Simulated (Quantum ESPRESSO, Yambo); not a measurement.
**Levels of theory for the gap of KOH**

KOH (space group P2_1/c, No. 14): one geometry, one set of norm-conserving PBEsol (Quantum ESPRESSO, 84 Ry, without SOC) orbitals, self-energies from Yambo (2×4×2 Γ-centred k mesh, 179 bands and a 6 Ry block in the screening, 179 bands in G with the Bruneval-Gonze terminator, plasmon pole fitted at 27.2 eV).

The geometry is that of Materials Project entry mp-642817, symmetrised and not relaxed again.

| level | gap (-0.5, 0, 0) → Γ (eV) | direct gap at Γ (eV) | rough Yambo cost |
|---|---|---|---|
| PBEsol (Quantum ESPRESSO) | 3.86 | 3.86 | – |
| exchange only (Hartree-Fock self-energy on PBEsol orbitals) | 14.01 | 14.01 | about 1/20 (8 states) |
| static COHSEX@PBEsol | 7.33 | 7.34 | within a factor of two (3 states) |
| G0W0@PBEsol, plasmon pole | 6.39 | 6.41 | 1 (8 states) |

Bare exchange has no screening and gives the widest gap; static COHSEX screens it but leaves out the frequency dependence, which G0W0 restores.

Costs are rough ratios of core time on shared machines.

Nearest settings tried, and what they do to the gap: 76 bands in G: +25 meV; 90 bands in W: +147 meV; 2×2×1 mesh: +25 meV. Not varied: block. So the settings aren't converged at that level.
